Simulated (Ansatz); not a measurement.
C:
Space group P6₂22 (No. 180); a = b = 2.600 Å, c = 2.800 Å, α = β = 90.00°, γ = 120.00°

| atom | site | symmetry | x | y | z |
|---|---|---|---|---|---|
| C | 3c | 222 | 0.5000 | 0.0000 | 0.0000 |

Relaxed with r²SCAN.

Q: Tabulate the valence density and the electron localisation function along the shortest C–C contact (1.60 Å), plane-wave PAW r²SCAN (Ansatz code).

A: 

```
distance from C (Å)  density (e/Å³)   ELF
-------------------  --------------  ----
0.16                           1.53  0.04
0.24                           1.66  0.14
0.32                           1.76  0.36
0.40                           1.79  0.61
0.48                           1.75  0.78
0.56                           1.66  0.87
0.64                           1.57  0.91
0.72                           1.50  0.93
0.80                           1.48  0.94
0.88                           1.50  0.93
0.96                           1.57  0.91
1.04                           1.66  0.87
1.12                           1.75  0.78
1.20                           1.79  0.61
1.28                           1.76  0.36
1.36                           1.66  0.14
1.44                           1.53  0.04
```

The density is the valence pseudo-density with augmentation charge, so density and ELF within about 1 Å of a nucleus are not all-electron values.

Space group P6_222. The start of the workflow was typed in or built on a structure type; neither database checked (COD, Materials Project) lists it. It is not the phase usual at ambient conditions (space group No. 194, 227). The r²SCAN relaxation kept the symmetry of its start; its stability against distortions is not shown here.

Potentials: the earlier of the program's two PAW sets.
